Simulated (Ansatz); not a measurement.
CaScO₂F:
```cif
data_CaFO2Sc
_chemical_formula_sum 'Ca1 Sc1 O2 F1'
_space_group_name_H-M_alt 'P4/mmm'
_space_group_IT_number 123
_space_group_name_Hall '-P 4 2'
_cell_length_a 4.07597
_cell_length_b 4.07597
_cell_length_c 3.97517
_cell_angle_alpha 90.000
_cell_angle_beta 90.000
_cell_angle_gamma 90.000
loop_
_atom_site_label
_atom_site_type_symbol
_atom_site_symmetry_multiplicity
_atom_site_Wyckoff_symbol
_atom_site_fract_x
_atom_site_fract_y
_atom_site_fract_z
_atom_site_occupancy
Ca1 Ca 1 d 0.50000 0.50000 0.50000 1
Sc1 Sc 1 a 0.00000 0.00000 0.00000 1
O1 O 2 f 0.00000 0.50000 0.00000 1
F1 F 1 b 0.00000 0.00000 0.50000 1
```

Relaxed at zero pressure with r²SCAN in the plane-wave PAW code Ansatz.

The volume is raised by 9 % and shape and atoms relax at that volume. What pressure results, and how do the axes share the change?

-9.6 GPa; a 2.8 %, b 2.8 %, c 3.1 %; the energy rises by 39 meV/atom.

Give the new structure.


Space group P4/mmm (No. 123); a = 4.1906 Å, b = 4.1906 Å, c = 4.0991 Å, α = 90.00°, β = 90.00°, γ = 90.00°

```
atom  site  symmetry       x       y       z
----  ----  --------  ------  ------  ------
Ca      1d     4/mmm  0.5000  0.5000  0.5000
Sc      1a     4/mmm  0.0000  0.0000  0.0000
O       2f      mmm.  0.0000  0.5000  0.0000
F       1b     4/mmm  0.0000  0.0000  0.5000
```

The phase is kept; no other phase was compared at this pressure.

The start of the workflow was typed in or built on a structure type; neither database checked (COD, Materials Project) lists it. Its standing as an ambient phase is unchecked. Symmetry was held in the r²SCAN relaxation; whether a distortion lowers the energy is not shown. The run is not spin-polarised.

Potentials: the earlier of the program's two PAW sets. The files were generated under PBE; for other functionals the program regenerates the frozen cores, and for LDA and PBEsol the local potential too.
